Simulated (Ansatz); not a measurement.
Total density of states per atom from r²SCAN+D4 (plane waves, PAW; program Ansatz), in 0.25 eV bins, energy from the Fermi level:

(E (eV), states/eV/atom): (-7.85, 0.29); (-7.60, 0.27); (-7.35, 0.25); (-7.10, 0.24); (-6.85, 0.25); (-6.60, 0.32); (-6.35, 0.31); (-6.10, 0.35); (-5.85, 0.37); (-5.60, 0.33); (-5.35, 0.47); (-5.10, 0.55); (-4.85, 0.59); (-4.60, 0.53); (-4.35, 0.47); (-4.10, 0.41); (-3.85, 1.08); (-3.60, 1.19); (-3.35, 1.29); (-3.10, 1.54); (-2.85, 2.04); (-2.60, 0.76); (-2.35, 1.10); (-2.10, 0.66); (-1.85, 0.72); (-1.60, 0.89); (-1.35, 0.56); (-1.10, 0.49); (-0.85, 0.36); (-0.60, 0.46); (-0.35, 0.34); (-0.10, 0.28); (0.15, 0.26); (0.40, 0.24); (0.65, 0.25); (0.90, 0.33); (1.15, 0.43); (1.40, 0.42); (1.65, 0.45); (1.90, 0.45); (2.15, 0.47); (2.40, 0.46); (2.65, 0.44); (2.90, 0.45); (3.15, 0.42); (3.40, 0.41); (3.65, 0.42); (3.90, 0.42); (4.15, 0.41); (4.40, 0.40); (4.65, 0.40)

Which compound is it?
A. TaO2, R-3m (Ta on 3a, O on 6c)
B. AlN, rock salt
C. BP, P6_3/mmc (B on 2c, P on 2d)
D. Si2Ni, P-3m1 (Ni on 1a, Si on 2d)

D, Si2Ni, P-3m1 (Ni on 1a, Si on 2d). Within 0.5 eV of the Fermi level: Si 3p 47 %, Ni 3d 32 %, Si 3s 12 %, outside the projected shells 6 %. Projections are on Löwdin-orthogonalised atomic valence shells; empty p or d shells of many metals are not among them.

The start of the workflow was typed in or built on a structure type; neither database checked (COD, Materials Project) lists it. It is not the phase usual at ambient conditions (space group No. 225). The cell was relaxed with r²SCAN+D4 under the symmetry of its start; its stability against distortions is not shown here. The workflow began spin-polarised and lost its moments. The volume moved by -28 % from the start of the relaxation.

Potentials: the earlier of the program's two PAW sets.
